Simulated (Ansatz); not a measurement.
SrSn$_{3}$Pd in space group I4mm (No. 107; Sr on 2a, Pd on 2a, Sn on 4b, Sn on 2a), PBE in the plane-wave PAW code Ansatz, all energies at zero smearing, with the estimated change up to a 700 eV cutoff added, with one set of potentials and settings (totals compare only within such a set). Cell of 5 atoms (1 Sr, 1 Pd, 3 Sn): -28592.551 eV.

| element | reference phase | E (eV/atom) |
|---|---|---|
| Sr | C2/m, 3 atoms in the cell | -3544.2201 |
| Pd | Fm-3m, 1 atoms in the cell | -6972.8544 |
| Sn | Fd-3m, 2 atoms in the cell | -6024.2128 |

Formation energy per atom, worked out: (-28592.551 − 1×(-3544.2201) − 1×(-6972.8544) − 3×(-6024.2128))/5 = -0.568 eV/atom (-55 kJ per mol of atoms), at 0 K, without zero-point energy or fitted corrections.

The workflow started from an entry of the Crystallography Open Database (COD). Its standing as an ambient phase is unchecked. The PBE relaxation kept the symmetry of its start; its stability against distortions is not shown here. No spin polarisation was allowed. The references are the lowest solids computed at this level, not always the standard phases. Spin–orbit coupling is left out wherever it is not named.

Potentials: the later of the program's two PAW sets.
